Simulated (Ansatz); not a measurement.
PtAs$_{2}$ (space group Pa-3)

```xyz
12
Lattice="6.0584 0.0000 0.0000 0.0000 6.0584 0.0000 0.0000 0.0000 6.0584" Properties=species:S:1:pos:R:3 pbc="T T T"
As     2.3228     2.3228     2.3228
As     3.7357     3.7357     3.7357
As     0.7065     3.7357     5.3520
As     5.3520     2.3228     0.7065
As     5.3520     0.7065     3.7357
As     0.7065     5.3520     2.3228
As     3.7357     5.3520     0.7065
As     2.3228     0.7065     5.3520
Pt     0.0000     0.0000     0.0000
Pt     3.0292     0.0000     3.0292
Pt     3.0292     3.0292     0.0000
Pt     0.0000     3.0292     3.0292
```

The slice is a {100} plane (indices of the conventional cell) through the point (0.383, 0.117, 0.883) (fractional), spanned by u = [100] and v = [010] in vectors of this cell: u (6.06 Å) and v (6.06 Å, at 90° to u). It covers one period; positions are fractions (u, v).

The numbers are results of PBE (plane waves to 420 eV, PAW, scalar-relativistic; Ansatz, a first-principles code), not measurements. k mesh 5×5×5. Inside the PAW spheres the values are not all-electron values, and peaks at nuclei hang on which shells count as valence. PtAs2 is run without spin polarisation. PtAs2 was relaxed with its symmetry unable to fall. Spin-orbit coupling is left out, though Pt is heavy.

Sketch the electron localisation function (ELF) on this plane as a map.


```
|xxx*%#*-.   :--=--==++=-=*@@@#xx|
|xx+#%#*=.  .:----==+**+=-+%@@%+x|
|**#%%#*=:...:---==+*##*=-=#@@@#*|
|%%%%%#*-:...:---=+**###+-=+#%%%%|
|#####*+-::.::--==+*###*+--=*####|
|*****+=-:::::--==+****+=--===+++|
|-===---::::::--===++===-----:::-|
|...:::::::::::--====--====-:....|
|   ...........:--====+**#*+-.   |
|   ......... ..:--=+#%%@@%#+-.  |
|  ....::...    .:=+#%@@@@@%#+-. |
|...::::::..     :=*%@@@@@@%%#+-:|
|:::-----::.     :=#%@%#**#%%%#+-|
|----------:.    :=*%%#xxxx#%@%#+|
|=------==-:.    :=*%#+xxxx+%@@%+|
|=-===---==-:.   :+*%#xxxxxx%@@%+|
|-=+++=---=-:.   :+#%#=xxxx+%@@#=|
|-=**+==----:.  .:+#%%*xxxx#@@@*=|
|=+##*+==---:....-+#%%%***#%@@%+-|
|=*###*+==---:...-+#%%%%%%%%%%*=-|
|=*###**+=---:..:-=*#########*+=-|
|=++***+==---:::::-=+****++++==--|
|--==+++==--::::::---===---:::---|
|==---===--::::::::::::......:-==|
|**+====--::...........     .:=**|
|@@%#*+=-:... ........      :=*#%|
|@@@@%*=-:.    ...::...   .:=*#%@|
|@@@@%#+-.     .::::::....:=*#%@@|
|*#%@%#*-.    .::-----:::-=*%%%%#|
|xx+%%#+-.    .:---------=*%%@%+x|
|xxx*%#+-.   .:-==-------=*%@@#xx|
|xxx*%#*-.   .:-==--====-=*@@@*xx|
```
Scale: ten equal steps from 0.04 (start of ' ') to 0.70 (end of '@'), in the order ' .:-=+*#%@'. Values: electron localisation function (ELF). The map has 32 points along u (one character each, u = 0 at the left) and 32 along v (v = 0 in the bottom row). Points within 0.5 Å of a nucleus are blanked (x), as the pseudised field means little there.
